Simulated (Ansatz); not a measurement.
Notes on Cs$_{2}$AgBiBr$_{6}$

```
CELL_PARAMETERS angstrom
0.00000 5.67292 5.67292
5.67292 0.00000 5.67292
5.67292 5.67292 0.00000
ATOMIC_POSITIONS crystal
Bi 0.00000 0.00000 0.00000
Ag 0.50000 0.50000 0.50000
Cs 0.25000 0.25000 0.25000
Cs 0.75000 0.75000 0.75000
Br 0.25055 0.74945 0.25055
Br 0.25055 0.74945 0.74945
Br 0.74945 0.25055 0.74945
Br 0.74945 0.25055 0.25055
Br 0.25055 0.25055 0.74945
Br 0.74945 0.74945 0.25055
```

Single point in Ansatz 0.2.0 with PBE, no spin polarisation. Cutoff 420 eV, PAW datasets, 4×4×4 Γ-centred k mesh, fermi-dirac filling (width 0.0232 eV).

How is the charge shared?

Bader charges in e: Cs +0.87, Ag +0.50, Bi +1.39, Br -0.61. In the mean Bi gives up most and Br takes most.

What do density and ELF say about some of the short contacts?

Ag–Br at 2.83 Å: least valence density 0.23 e/Å³ and ELF 0.14 there. Bi–Br at 2.84 Å: least valence density 0.31 e/Å³ and ELF 0.34 there. Cs–Br at 4.01 Å: least valence density 0.03 e/Å³ and ELF 0.02 there, so no covalent bond. Both are smooth PAW fields, read partly inside the augmentation spheres.

What does the stress say?

The pressure is 1.0 GPa (compression positive), so with the atoms held at these fractions the cell would first expand.

Is there a gap, and of what kind?

The gap is 1.30 eV, indirect (the least direct gap found is 2.32 eV). A semilocal functional usually gives too small a gap.

Which orbitals make up the band edges?

Within 0.7 eV of the edges, the states project mainly on Br p (65 %) and Ag d (23 %) below the gap and on Bi p (47 %), Ag s (22 %) and Br p (17 %) above it.

Origin: a database entry at a rescaled volume. Caveats: no spin-orbit coupling, which can shift this gap by tenths of an eV.
